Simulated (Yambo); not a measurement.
A G0W0@PBEsol run in Yambo for InSe (space group R3m, No. 160) (4×4×4 Γ-centred k mesh, bands 11 to 139 and a 6 Ry block in the screening, 139 bands in G with the Bruneval-Gonze terminator, plasmon pole fitted at 27.2 eV) gives these matrix elements, in eV, at the band edges (Z → Z):

```tsv
state	E0	<Vxc>	<Σx>	<Σc(E0)>	Z
valence edge	0.000	-13.098	-15.217	1.118	0.788
conduction edge	0.167	-12.285	-9.806	-2.655	0.799
```

### Question
Solve the linearised quasiparticle equation for both states, give the gap, and say how exchange and correlation each act on it.

### Answer
E = E0 + Z(Σx + Σc − Vxc). Valence: 0.000 + 0.788 × (-15.217 + (1.118) − (-13.098)) = -0.79 eV. Conduction: 0.167 + 0.799 × (-9.806 + (-2.655) − (-12.285)) = 0.03 eV. The gap is 0.82 eV, against 0.17 eV in PBEsol. Replacing Vxc by bare exchange alone would open it by 4.60 eV; correlation takes back 3.77 eV of that, and Z scales what is left. Convergence of the G0W0 settings was not tested. Spin-orbit splittings are left out.

The standard potentials for In, Se keep a d shell in the valence without the s and p states of that shell. In tests on such compounds this moved G0W0 gaps by up to about 0.9 eV, so absolute quasiparticle energies here are unreliable; differences between settings are what counts.

Geometry relaxed with PBE+D3(BJ); primitive cell a = b = c = 8.610 Å, α = β = γ = 27.16°.
